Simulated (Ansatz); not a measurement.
Hf (hcp, Mg type)

```
CELL_PARAMETERS angstrom
      3.20421     0.00000     0.00000
     -1.60210     2.77493     0.00000
      0.00000     0.00000     5.06906
ATOMIC_POSITIONS crystal
  Hf 0.33333 0.66667 0.75000
  Hf 0.66667 0.33333 0.25000
```

The slice is a (1 -1 0 0) plane (indices of the conventional cell) through the point (0.667, 0.333, 0.250) (fractional), spanned by u = [110] and v = [001] in vectors of this cell: u (3.20 Å) and v (5.07 Å, at 90° to u). It covers one period; positions are fractions (u, v).

Method: PBE (plane waves to 420 eV, PAW, scalar-relativistic; Ansatz, a program for electronic structure). k mesh 17×17×9. Inside the PAW spheres the values are not all-electron values, and peaks at nuclei hang on which shells count as valence. Hf is run without spin polarisation. Hf was relaxed with its symmetry unable to fall. Spin-orbit coupling is left out, though Hf is heavy.

Three fields on this plane, each scaled to ten steps between its own extremes (0 low, 9 high; the total valence density on a logarithmic scale, the potential cut 8 eV below its top; x marks points blanked near nuclei; v = 0 in the bottom row):

Map A
```
|xxxxxx0156510xxxxx|
|xxxxxx0366630xxxxx|
|xxxxx004676400xxxx|
|xxxx00267876200xxx|
|xxx0025788875200xx|
|000024678887642000|
|223456777777765432|
|666666666666666666|
|888776543334567788|
|998764210001246789|
|998753000000035789|
|998641000x00014689|
|99863000xxx0003689|
|9986300xxxxx003689|
|99863000xxx0003689|
|998641000x00014689|
|998753000000035789|
|998764210001246789|
|888776543334567788|
|666666666666666666|
|223456777777765432|
|000024678887642000|
|xxx0025788875200xx|
|xxxx00267876200xxx|
|xxxxx004676400xxxx|
|xxxxxx0366630xxxxx|
|xxxxxx0156510xxxxx|
|xxxxxx0156510xxxxx|
```

Map B
```
|xxxxxx0012100xxxxx|
|xxxxxx0023200xxxxx|
|xxxxx101343101xxxx|
|xxxx10024542001xxx|
|xxx1001355531001xx|
|110001245554210001|
|111122333433322111|
|444433221112233444|
|776542100000124567|
|987531000000013578|
|997520000000002579|
|997410011x11001479|
|99741002xxx2001479|
|9973101xxxxx101379|
|99741002xxx2001479|
|997410011x11001479|
|997520000000002579|
|987531000000013578|
|776542100000124567|
|444433221112233444|
|111122333433322111|
|110001245554210001|
|xxx1001355531001xx|
|xxxx10024542001xxx|
|xxxxx101343101xxxx|
|xxxxxx0023200xxxxx|
|xxxxxx0012100xxxxx|
|xxxxxx1012101xxxxx|
```

Map C
```
|xxxxxx7210127xxxxx|
|xxxxxx5200025xxxxx|
|xxxxx831000138xxxx|
|xxxx94100000149xxx|
|xxx8420000000248xx|
|765320000000002356|
|332100000000000123|
|111100000000000111|
|111100011111000111|
|111111123332111111|
|111112356765321111|
|111123579x97532111|
|11222479xxx9742221|
|1122347xxxxx743221|
|11222479xxx9742221|
|111123579x97532111|
|111112356765321111|
|111111123332111111|
|111100011111000111|
|111100000000000111|
|332100000000000123|
|765320000000002356|
|xxx8420000000248xx|
|xxxx94100000149xxx|
|xxxxx831000138xxxx|
|xxxxxx5200025xxxxx|
|xxxxxx7210127xxxxx|
|xxxxxx7210127xxxxx|
```

Question: Assign the maps to these fields: electron localisation function (ELF); valence electron density; electrostatic potential energy of an electron, from the cell's mean.

Answer: A is the electrostatic potential energy of an electron, from the cell's mean; B is the electron localisation function (ELF); C is the valence electron density.
